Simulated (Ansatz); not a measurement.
# Property card for Ti2W3

The calculation used DFT PBE, scalar-relativistic, plane waves, PAW in Ansatz.

Cutoff 420 eV; k points 14×14×14 on the computed 5-atom cell (Γ-centred); Gaussian smearing, width 0.10 eV; no spin polarisation.

The structure is relaxed at this level of theory with its symmetry kept, and needn't be the ground state of this composition.

```cif
data_structure
_symmetry_space_group_name_H-M 'Fmmm'
_symmetry_Int_Tables_number 69
_cell_length_a 3.1771
_cell_length_b 4.5373
_cell_length_c 22.4478
_cell_angle_alpha 90.000
_cell_angle_beta 90.000
_cell_angle_gamma 90.000
_cell_volume 323.59
loop_
_atom_site_label
_atom_site_type_symbol
_atom_site_symmetry_multiplicity
_atom_site_Wyckoff_symbol
_atom_site_fract_x
_atom_site_fract_y
_atom_site_fract_z
_atom_site_occupancy
Ti1 Ti 8 i 0.50000 0.00000 0.40016 1
W1 W 8 i 0.50000 0.00000 0.20077 1
W2 W 4 b 0.50000 0.00000 0.00000 1
```

Formation energy from the elements' standard states (uncorrected)?

-0.017 eV/atom.

Kohn–Sham band gap?

none (metal).

Density of states at the Fermi level?

5.6 states/eV per cell.

Orbital (Löwdin) character within 0.5 eV of the Fermi level?

Ti 3d 51 %, W 5d 34 %, unprojected 7 %.

Bader charge by site (e)?

Ti (2 in the cell) 0.89, W (2 in the cell) -0.45, W (1 in the cell) -0.89.

Spin-orbit coupling is left out, which matters for the bands of heavy elements.

The cell was found from a structure generator's guess, not taken from experiment. Löwdin shares on free-atom orbitals overweight diffuse shells.
